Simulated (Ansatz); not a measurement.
## Structures of Si2B: which is lowest?

Plane-wave DFT in Ansatz with scalar-relativistic PAW potentials, cutoff 420 eV, Γ-centred meshes chosen by cell and gap, Gaussian smearing with energies taken to zero width. Every cell was relaxed (cell and atoms) in a run of its own, within the symmetry of its start. Functional: PBE.

Relaxed structures (starts from databases or built by putting these elements on another compound's sites):
A. Pnnm, 6 atoms in the computed cell, a = 4.399 Å, b = 5.216 Å, c = 3.229 Å; sites (symmetry × multiplicity) Si ..m × 4, B ..2/m × 2; start: built
B. P4/nmm, 6 atoms in the computed cell, a = 3.291 Å, c = 6.462 Å; sites (symmetry × multiplicity) Si -4m2 × 2 + 4mm × 2, B 4mm × 2; start: built

Problem. Rank them by energy. Could pressure change the order?

Solution.
| structure | group | E − E(lowest) (meV/atom) | V (Å³/atom) | gap on mesh (eV) |
| --- | --- | --- | --- | --- |
| A | Pnnm | 0.0 | 12.35 | 0.00 |
| B | P4/nmm | 394 | 11.67 | 0.00 |

A is lowest, 394 meV/atom under B. B is denser by 0.68 Å³/atom, so pressure favours it: ΔE/ΔV, with ΔE in eV and 1 eV/Å³ = 160.2 GPa, gives about 92 GPa for equal enthalpy if both cells were rigid; at such pressures compression changes ΔV much, so this is a scale only. Other structures may lie lower than all of these, and vibrations aren't counted.